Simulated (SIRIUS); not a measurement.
A self-consistent single point of Si (Fd-3m, 8 atoms in the cell; from Materials Project mp-149, changed as shown) with SIRIUS.

Method: LDA (PW92), GBRV LDA ultrasoft pseudopotentials (plane waves; SIRIUS).

The change in words: lattice scaled by 1.02. Reference geometry (Fd-3m):
```xyz
8
Lattice="5.5373 0.0000 0.0000 0.0000 5.5373 0.0000 0.0000 0.0000 5.5373" Properties=species:S:1:pos:R:3 pbc="T T T"
Si     1.3843     4.1530     1.3843
Si     0.0000     0.0000     2.7687
Si     1.3843     1.3843     4.1530
Si     0.0000     2.7687     0.0000
Si     4.1530     4.1530     4.1530
Si     2.7687     0.0000     0.0000
Si     4.1530     1.3843     1.3843
Si     2.7687     2.7687     2.7687
```

Reference input (self-consistent single point, DFT, LDA (PW92), plane waves, GBRV LDA ultrasoft pseudopotentials): parameters.ngridk = 6 6 6; parameters.xc_functionals = [XC_LDA_X, XC_LDA_C_PW]; parameters.gk_cutoff = 6.325 1/bohr; parameters.pw_cutoff = 14.143 1/bohr; parameters.smearing = fermi_dirac; parameters.smearing_width = 0.00183747 Ha; potentials = GBRV LDA ultrasoft pseudopotentials; parameters.electronic_structure_method = pseudopotential; parameters.num_bands = 20; parameters.num_mag_dims = 0; parameters.num_dft_iter = 100; parameters.energy_tol = 1e-07 Ha. This run's input differs from it in these lines:

```diff
@@ -32,5 +32,5 @@
     "lattice_vectors": [
-      [10.4640409411, 0.0, 0.0],
-      [0.0, 10.4640409411, 0.0],
-      [0.0, 0.0, 10.4640409411]
+      [10.6733224403, 0.0, 0.0],
+      [0.0, 10.6733224403, 0.0],
+      [0.0, 0.0, 10.6733224403]
     ],
```

Output (repeated stretches shortened):

```
[find] density tolerance         : 1e-06
[find] total energy tolerance    : 1e-07
[find] iter_solver_tol (initial) : 0.01
[find] iter_solver_tol (target)  : 1e-13
[find] num_dft_iter              : 100
Charges and magnetic moments
--------------------------------------------------------------------------------
total charge          : 32.000000
[find] | SCF iteration   0 out of 100|
[diagonalize] iterative solver tolerance (occupied, empty): 0.01 0.01
[diagonalize] average number of iterations: 2.15
[find] Charges and magnetic moments
[find] total charge          : 32.000000
[find] Energy
   [... lines left out ...]

[find] Charges and magnetic moments
[find] total charge          : 32.000000
[find] Energy
[find] smearing (-TS)                 :      -0.00000216
[find] Total energy                   :     -38.48699554 (Ha),     -76.97399107 (Ry)
[find] Free energy (E-TS)             :     -38.48699770 (Ha),     -76.97399540 (Ry)
[find] band gap (eV)                  :       0.65036397
[find] Efermi                         :       0.18986694
[find] iteration : 9, RMS (target) : 1.8449e-07 (1.0000e-06) , energy difference (target) : 5.2410e-11 (1.0000e-07)
[find] bands are converged : true
[find] iterative solver converged : true
[find] converged after 10 SCF iterations!
[find] Charges and magnetic moments
[find] total charge          : 32.000000
[find] Energy
[find] smearing (-TS)                 :      -0.00000216
[find] Total energy                   :     -38.48699554 (Ha),     -76.97399107 (Ry)
[find] Free energy (E-TS)             :     -38.48699770 (Ha),     -76.97399540 (Ry)
[find] band gap (eV)                  :       0.65036397
[find] Efermi                         :       0.18986694
[ground_state] === stress tensor components [kbar] ===
[ground_state] === stress_total ===
[ground_state]    97.272558    0.000000    0.000000
[ground_state]     0.000000   97.272558    0.000000
[ground_state]     0.000000    0.000000   97.272558
[ground_state] ==== total Forces in Ha/bohr =====
[ground_state] atom:    0, force:      -0.0000000     -0.0000000     -0.0000000
   [... zero for the other atoms too ...]
```

The run converged in 10 iterations. SIRIUS prints the stress tensor with tension positive. Against the reference run the free energy goes up by 65.5 meV/atom, the pressure goes from -6.22 to -9.73 GPa and the gap on the mesh goes from 0.568 to 0.650 eV.

The structure comes from a collection of computed structures, made at another level of theory; the collection holds predicted forms beside known ones. Its lattice was then scaled.

Cost on one core: very roughly 30 core-seconds.

The gap that the log prints is read on the run's mesh, which can miss the band edges or a crossing.
